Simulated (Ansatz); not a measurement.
C3N4:
```
CELL_PARAMETERS angstrom
      2.37421     1.37075     3.14894
     -2.37421     1.37075     3.14894
      0.00000    -2.74150     3.14894
ATOMIC_POSITIONS crystal
  C  0.48998 0.48998 0.01961
  C  0.01961 0.48998 0.48998
  C  0.48998 0.01961 0.48998
  N  0.65988 0.17002 0.17002
  N  0.17002 0.65988 0.17002
  N  0.17002 0.17002 0.65988
  N  0.66553 0.66553 0.66553
```

x, y and z are the axes in which the lattice vectors are written.

### Question
Give the high-frequency dielectric tensor and the Born effective charge tensors of the independent atoms from DFPT, the program Ansatz at the r²SCAN+D4 level (PAW).

### Answer

ε∞:
```
5.60  0.00  0.00
0.00  5.60  0.00
0.00  0.00  2.43
```
Z* of atom 1 (C), rows: field, columns: displacement, in e:
```
 1.79   0.00   0.00
 0.00   4.20  -0.09
 0.00  -0.01   0.50
```
Z* of atom 4 (N), rows: field, columns: displacement, in e:
```
-1.54   0.85   0.01
 0.85  -2.53   0.00
-0.01  -0.01  -0.35
```
Z* of atom 7 (N), rows: field, columns: displacement, in e:
```
-2.88   0.00   0.00
 0.00  -2.88   0.00
 0.00   0.00  -0.45
```

Space group R3m. The workflow started from a Materials Project entry (that database holds measured and hypothetical structures alike); the Crystallography Open Database copy checked does not list it. COD files the formula under space group No. 227. Whether it is the stable phase at ambient conditions was not checked. The cell was relaxed with r²SCAN+D4 under the symmetry of its start. At this level the phase is dynamically unstable (imaginary phonons). Its formation energy is positive at this level, so the cell may be metastable or incomplete.

Potentials: the earlier of the program's two PAW sets. The files were generated under PBE; for other functionals the program regenerates the frozen cores, and for LDA and PBEsol the local potential too.
